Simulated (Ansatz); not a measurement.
The cell below belongs to a search over invented structures; it isn't taken from experiment.

Input and command of a plane-wave DFT calculation in Ansatz:

```yaml
crystal:
  lattice:
    - [6.5346173002, 0.0, 0.0]
    - [-3.2673086501, 5.659144586, 0.0]
    - [0.0, 0.0, 6.1955295315]
  atoms:
    - { symbol: Al, position: [0.6810401236, 0.0, 0.0001139194] }
    - { symbol: Al, position: [0.3189598764, 0.3189598764, 0.0001139194] }
    - { symbol: Al, position: [0.0, 0.6810401236, 0.0001139194] }
    - { symbol: Al, position: [0.6666666667, 0.3333333333, 0.500471497] }
    - { symbol: Al, position: [0.3333333333, 0.6666666667, 0.500471497] }
    - { symbol: B, position: [0.0, 0.0, 0.4983438524] }
    - { symbol: P, position: [0.7082061011, 0.0, 0.3861507922] }
    - { symbol: P, position: [0.2917938989, 0.2917938989, 0.3861507922] }
    - { symbol: P, position: [0.0, 0.7082061011, 0.3861507922] }
    - { symbol: P, position: [0.0, 0.0, 0.8250994798] }
    - { symbol: P, position: [0.6666666667, 0.3333333333, 0.8834097995] }
    - { symbol: P, position: [0.3333333333, 0.6666666667, 0.8834097995] }
basis:
  ecutwfc: 420
kpoints:
  mp_grid: { grid: [6, 6, 6] }
hamiltonian:
  xc: pbe
scf:
  occupations: { method: gaussian, width: 0.02 }
output:
  forces: true
  stress: true
  eigenvalues: true
  write_density: true
  write_potential: true
  elf: true
  volumetric_format: npy
relax:
  adjacent_minimum: "off"
  f_tol: 0.01
  max_steps: 80
  cell: { stress_tol: 0.05 }
```

```bash
ansatz run input.yaml --threads 1 --pin off --max-ram 2560MiB --backend cpu --events-out ev --progress --plain --runs-dir out
```

Processor: Intel(R) Xeon(R) Processor @ 2.50GHz (Skylake/Cascade Lake), 1 thread, on a host shared with other jobs.

**Question.** Estimate time, memory and problem size.

**Answer.** About 4.6 min, peak memory 0.57 GiB. It solves 36 bands at 34 k points (after reduction by symmetry) with about 4461 plane waves (on the last cell), in 23 SCF iterations over 5 ionic steps.
